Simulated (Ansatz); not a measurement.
**⁶⁹Ga nuclear quadrupole resonance in Ga2O3**

Cell: a computed structure from the Materials Project (it need not be an observed phase), taken as it stands.

Space group R-3c:H (No. 167); a = 4.9974, c = 13.4506 Å, γ = 120.00°.

| site | Wyckoff | site symmetry | x | y | z |
| --- | --- | --- | --- | --- | --- |
| Ga | 12c | 3. | 0.0000 | 0.0000 | 0.3556 |
| O | 18e | .2 | 0.3333 | 0.3635 | 0.9167 |

One atom of each set is listed; the run and its k-mesh use a cell of 10 atoms with edges of 5.33, 5.33, 5.33 Å.

All values are calculated (Ansatz; DFT, PBE, plane waves and PAW, scalar-relativistic, 420 eV cutoff, Γ-centred 7×7×7 k-points, Fermi–Dirac smearing 0.01 eV), not measured.

⁶⁹Ga: I = 3/2, Q = 171.0 mb (year-2017 value). Static lattice, zero field.

(1) At which frequencies do the ⁶⁹Ga NQR lines lie?

(2) And for 71Ga (I = 3/2, Q = 107.0 mb) on Ga?

## Answers

(1) For I = 3/2 there is one line, ν = (|C_Q|/2)(1 + η²/3)^½.

| site | atoms | V_zz (10²¹ V/m²) | C_Q (MHz) | η | line frequencies (MHz) |
| --- | --- | --- | --- | --- | --- |
| Ga | 4 | 2.58 | 10.6 | 0.00 | 5.32 |

(2) C_Q scales with Q to 6.66 MHz, with lines at 3.33 MHz.

An axis of threefold or higher order runs through Ga, so V_zz lies along it and η is zero.

At this cell the PBE pressure is 8 GPa, so with PBE the cell would grow if it were relaxed. The entry's cell may itself be off.
